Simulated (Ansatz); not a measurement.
NbGa$_{3}$:
```yaml
crystal:
  lattice:
    - [-1.88648, 1.88648, 4.33900]
    - [1.88648, -1.88648, 4.33900]
    - [1.88648, 1.88648, -4.33900]
  atoms:
    - { symbol: Ga, position: [0.50000, 0.50000, 0.00000] }
    - { symbol: Ga, position: [0.75000, 0.25000, 0.50000] }
    - { symbol: Ga, position: [0.25000, 0.75000, 0.50000] }
    - { symbol: Nb, position: [0.00000, 0.00000, 0.00000] }
```

Relaxed with PBEsol. Special points in fractions of this cell's reciprocal vectors: Γ (0.000, 0.000, 0.000); X (0.000, 0.000, 0.500); P (0.250, 0.250, 0.250); N (0.000, 0.500, 0.000); M (0.500, 0.500, -0.500); S (0.297, 0.703, -0.297); S0 (-0.297, 0.297, 0.297); R (-0.095, 0.095, 0.500); G (0.500, 0.500, -0.095).

Question: List the band energies nearest the Fermi level at these points for plane-wave PAW PBEsol with spin–orbit coupling (Ansatz code).

Answer: In eV from the Fermi level; about four levels below and three above (degenerate sets whole), none deeper than 8.9 eV; points with the same levels are listed once.

| k | below | above |
|---|---|---|
| Γ | -2.35 -2.35 -0.18 -0.18 | 0.40 0.40 1.61 1.61 |
| X | -3.22 -3.22 -2.37 -2.37 | 1.44 1.44 1.83 1.83 |
| P | -2.80 -2.80 -2.20 -2.20 | 0.81 0.81 1.44 1.44 |
| N | -1.52 -1.52 -0.45 -0.45 | 1.22 1.22 2.31 2.31 |
| M | -1.62 -1.62 -1.12 -1.12 | 0.04 0.04 0.10 0.10 |
| S | -1.61 -1.61 -0.30 -0.30 | 0.79 0.79 1.07 1.07 |
| R | -2.67 -2.67 -2.22 -2.22 | 0.92 0.92 1.81 1.81 |

Space group I4/mmm. The workflow started from an entry of the Crystallography Open Database (COD, 293 K). Its standing as an ambient phase is unchecked. The PBEsol relaxation kept the symmetry of its start; whether a distortion lowers the energy is not shown. The run is not spin-polarised.

Potentials: the later of the program's two PAW sets.
